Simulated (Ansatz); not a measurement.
The start is a relaxed NaCl cell deformed by the Cartesian strain tensor (xx, yy, zz, yz, xz, xy) = (-0.086, -0.047, 0.148, -0.087, -0.001, 0.049). The structure is fully relaxed (lattice and positions, P = 0) with PBEsol (plane waves to 420 eV, PAW, scalar-relativistic; Ansatz, an electronic-structure program). The first steps use a coarse 8×7×7 k-mesh.

Starting cell:
```yaml
crystal:
  lattice:
    - [0.13304, 2.42405, 2.97019]
    - [2.55708, -0.10923, 3.21246]
    - [2.69572, 2.80495, -0.24787]
  atoms:
    - { symbol: Cl, position: [0.00000, 0.00000, 0.00000] }
    - { symbol: Na, position: [0.50000, 0.50000, 0.50000] }
```

- Initial pressure: +2.8 GPa (positive: the cell is compressed)
- Energy released: 0.10 eV/atom
- Volume change: +1.0 %, from 21.76 to 21.98 Å³/atom
- Relative to the parent: It relaxes back to the parent, Fm-3m (No. 225)
- Shortest distances (start → end): The closest pairs of elements (up to four, under 3.6 Å), start → end: Cl–Na 2.56 → 2.80 Å; Cl–Cl 3.51 → 3.96 Å; Na–Na 3.51 → 3.96 Å
- Band gap at the end: 5.01 eV, direct at Γ (no spin-orbit coupling)
- Optimiser moves: 7

Relaxed structure:

```cif
data_Cl4Na4
_chemical_formula_sum 'Cl4 Na4'
_space_group_name_H-M_alt 'Fm-3m'
_space_group_IT_number 225
_space_group_name_Hall '-F 4 2 3'
_cell_length_a 5.60219
_cell_length_b 5.60219
_cell_length_c 5.60219
_cell_angle_alpha 90.000
_cell_angle_beta 90.000
_cell_angle_gamma 90.000
loop_
_atom_site_label
_atom_site_type_symbol
_atom_site_symmetry_multiplicity
_atom_site_Wyckoff_symbol
_atom_site_fract_x
_atom_site_fract_y
_atom_site_fract_z
_atom_site_occupancy
Cl1 Cl 4 a 0.00000 0.00000 0.00000 1
Na1 Na 4 b 0.50000 0.50000 0.50000 1
```
(The calculation used a cell of 2 atoms; values per cell refer to that cell.)

Final values are on a 10×10×10 k-mesh of the relaxed cell. No spin polarisation in the result.

The run could not lose the symmetry of its start.

All atoms sit on sites fixed by symmetry, so only the cell could relax.
